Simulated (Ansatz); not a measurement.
Profile along the Pt–Pt line in Pt (fcc, Cu type)

Pt (fcc, Cu type)

```xyz
1
Lattice="0.0000 1.9851 1.9851 1.9851 0.0000 1.9851 1.9851 1.9851 0.0000" Properties=species:S:1:pos:R:3 pbc="T T T"
Pt     0.0000     0.0000     0.0000
```

Fields along a shortest Pt–Pt line of a {110} plane (2.81 Å), from Pt to Pt, interpolated on the slice's grid (step about 0.1 Å). Calculation: PBE (plane waves to 420 eV, PAW, scalar-relativistic; Ansatz, a first-principles code). k mesh 20×20×20. Near the nuclei the fields are pseudised (PAW); where an atom keeps semicore shells as valence, they peak there. Pt is run without spin polarisation. Pt was relaxed with its symmetry unable to fall. Spin-orbit coupling is left out, though Pt is heavy.

```tsv
distance from Pt (Å)	valence electron density (e/Å³)	electron localisation function
0.00	11.96	x
0.28	10.37	x
0.56	5.82	0.63
0.84	1.74	0.43
1.12	0.54	0.27
1.41	0.36	0.28
1.69	0.54	0.27
1.97	1.74	0.43
2.25	5.82	0.63
2.53	10.37	x
2.81	11.96	x
```

x: too close to a nucleus for the ELF to mean much.

Density on the Pt–Pt line (2.81 Å) at its midpoint: 0.36 e/Å³. ELF at that point: 0.28.
